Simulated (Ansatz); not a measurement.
# How long does this Ansatz run take?

```yaml
crystal:
  lattice:
    - [3.2527817839, -1.878933, 0.0]
    - [3.2527817839, 1.878933, 0.0]
    - [-0.153561068, 0.0, 18.0222731992]
  atoms:
    - { symbol: Mg, position: [0.337071, 0.337071, 0.491463] }
    - { symbol: Cu, position: [0.669367, 0.669367, 0.355105] }
    - { symbol: Cu, position: [0.3322755, 0.3322755, 0.900662] }
    - { symbol: Cu, position: [0.3310875, 0.3310875, 0.641475] }
    - { symbol: Cu, position: [0.6677975, 0.6677975, 0.097033] }
    - { symbol: Cu, position: [0.3334875, 0.3334875, 0.241172] }
    - { symbol: Cu, position: [0.666609, 0.666609, 0.752555] }
    - { symbol: S, position: [0.0049195, 0.0049195, 0.405887] }
    - { symbol: S, position: [0.999513, 0.999513, 0.940395] }
    - { symbol: S, position: [0.996347, 0.996347, 0.591015] }
    - { symbol: S, position: [0.0005625, 0.0005625, 0.057425] }
    - { symbol: S, position: [0.33359, 0.33359, 0.772289] }
    - { symbol: S, position: [0.6666525, 0.6666525, 0.225745] }
kpoints:
  mp_grid: { grid: [10, 10, 2] }
scf:
  occupations: { method: fermi_dirac, width: 0.05 }
hamiltonian:
  xc: r2scan
  pseudopotentials: { kind: paw }
output:
  forces: true
  stress: true
  populations: true
  efg:
    quadrupole_moments_barn: { Mg: 0.1994, Cu: -0.22, S: -0.0694 }
    contact_densities: true
```

```sh
ansatz run input.yaml --threads 1 --pin off --max-ram 3072MiB --backend cpu --events-out ev --progress --plain --runs-dir out
```

It runs on 1 thread of Arm Neoverse V2 (aarch64; 8 cores open to the job, memory cap 3.0 GiB, no GPU), a shared host with a load of 0.3 a core.

Task: How much time and memory should be set aside?

Result: About 5.6 min of wall time (5.6 min of CPU time) and 1.6 GiB. The run holds 160 valence electrons in 96 bands, about 5563 plane waves a k-point and 62 irreducible k-points, and took 12 SCF iterations. Times on a shared host vary by tens of per cent.
